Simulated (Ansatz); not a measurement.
ZnO:
```xyz
8
Lattice="3.1803 0.0000 0.0000 -1.5901 2.7542 0.0000 0.0000 0.0000 10.3403" Properties=species:S:1:pos:R:3 pbc="T T T"
Zn     0.0000     0.0000     0.0060
Zn     0.0000     0.0000     5.1761
Zn     1.5901     0.9181     7.7604
Zn     0.0000     1.8361     2.5903
O      0.0000     0.0000     8.3980
O      0.0000     0.0000     3.2278
O      1.5901     0.9181     5.8153
O      0.0000     1.8361     0.6452
```

x, y and z are the axes in which the lattice vectors are written.

### Question
Give the high-frequency dielectric tensor and the Born effective charge tensors of the independent atoms from DFPT, the program Ansatz at the LDA level (PAW).

### Answer

ε∞:
```
5.21  0.00  0.00
0.00  5.21  0.00
0.00  0.00  5.23
```
Z* of atom 1 (Zn), rows: field, columns: displacement, in e:
```
2.09  0.00  0.00
0.00  2.09  0.00
0.00  0.00  2.15
```
Z* of atom 3 (Zn), rows: field, columns: displacement, in e:
```
2.11  0.00  0.00
0.00  2.11  0.00
0.00  0.00  2.09
```
Z* of atom 5 (O), rows: field, columns: displacement, in e:
```
-2.09   0.00   0.00
 0.00  -2.09   0.00
 0.00   0.00  -2.15
```
Z* of atom 7 (O), rows: field, columns: displacement, in e:
```
-2.10   0.00   0.00
 0.00  -2.10   0.00
 0.00   0.00  -2.10
```

Space group P6_3mc. A made-up cell: these elements were put on the sites of a structure type. Its sites differ from those of the usual phase in this space group: another stacking or structure type. Symmetry was held in the LDA relaxation; its stability against distortions is not shown here.

Potentials: the later of the program's two PAW sets.
